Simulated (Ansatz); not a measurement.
Problem. BN in space group P6_3mc (No. 186; Pearson symbol hP12) is relaxed with LDA (plane waves, PAW; program Ansatz). What lattice parameters of the conventional cell result?

Solution. a = 2.529 Å, c = 12.443 Å.

Problem. Give the free coordinates with the occupied sites.

Solution. In one choice of origin and axes:

| atom | site | symmetry | x | y | z |
|---|---|---|---|---|---|
| B | 2a | 3m. | 0.0000 | 0.0000 | 0.0001 |
| B | 2b | 3m. | 0.3333 | 0.6667 | 0.3326 |
| B | 2b | 3m. | 0.6667 | 0.3333 | 0.1666 |
| N | 2a | 3m. | 0.0000 | 0.0000 | 0.3744 |
| N | 2b | 3m. | 0.3333 | 0.6667 | 0.2081 |
| N | 2b | 3m. | 0.6667 | 0.3333 | 0.0419 |

Problem. Is it a metal or does it have a gap at this level?

Solution. A gap of 5.14 eV, indirect.

A made-up cell: these elements were put on the sites of a structure type. Its sites differ from those of the usual phase in this space group: another stacking or structure type. The LDA relaxation kept the symmetry of its start; phonons on a q-mesh show no instability.

Potentials: the later of the program's two PAW sets.
